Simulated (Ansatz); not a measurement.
Si₂Os:
```cif
data_Os4Si8
_chemical_formula_sum 'Si8 Os4'
_space_group_name_H-M_alt 'C2/m'
_space_group_IT_number 12
_space_group_name_Hall '-C 2y'
_cell_length_a 8.60981
_cell_length_b 2.96579
_cell_length_c 7.40658
_cell_angle_alpha 90.000
_cell_angle_beta 118.923
_cell_angle_gamma 90.000
loop_
_atom_site_label
_atom_site_type_symbol
_atom_site_symmetry_multiplicity
_atom_site_Wyckoff_symbol
_atom_site_fract_x
_atom_site_fract_y
_atom_site_fract_z
_atom_site_occupancy
Si1 Si 4 i 0.39460 0.00000 0.10517 1
Si2 Si 4 i 0.14168 0.00000 0.52840 1
Os1 Os 4 i 0.15458 0.00000 0.20142 1
```
(The calculation used a cell of 6 atoms; values per cell refer to that cell.)

Relaxed at zero pressure with DFT-LDA in the program Ansatz with PAW potentials.

Task: The volume is lowered by 6 % and shape and atoms relax at that volume. What pressure results, and how do the axes share the change?

Result: 15.7 GPa; a -1.6 %, b -2.6 %, c -2.0 %; the energy rises by 38 meV/atom.

Task: Give the new structure.

Result: 
Space group C2/m (No. 12); a = 8.475 Å, b = 2.888 Å, c = 7.262 Å, α = γ = 90.00°, β = 118.91°

```
atom  site  symmetry       x       y       z
----  ----  --------  ------  ------  ------
Si      4i         m  0.3941  0.0000  0.1082
Si      4i         m  0.1402  0.0000  0.5266
Os      4i         m  0.1543  0.0000  0.2009
```

The phase is kept; no other phase was compared at this pressure.

The first step of the workflow began from a Materials Project structure, measured or hypothetical; the Crystallography Open Database copy checked does not list it. Whether it is the stable phase at ambient conditions was not checked. The cell was relaxed with LDA under the symmetry of its start; whether a distortion lowers the energy is not shown. No spin polarisation was allowed. Scalar-relativistic: spin–orbit coupling is off unless named, which matters more the heavier the elements.

Potentials: the later of the program's two PAW sets.
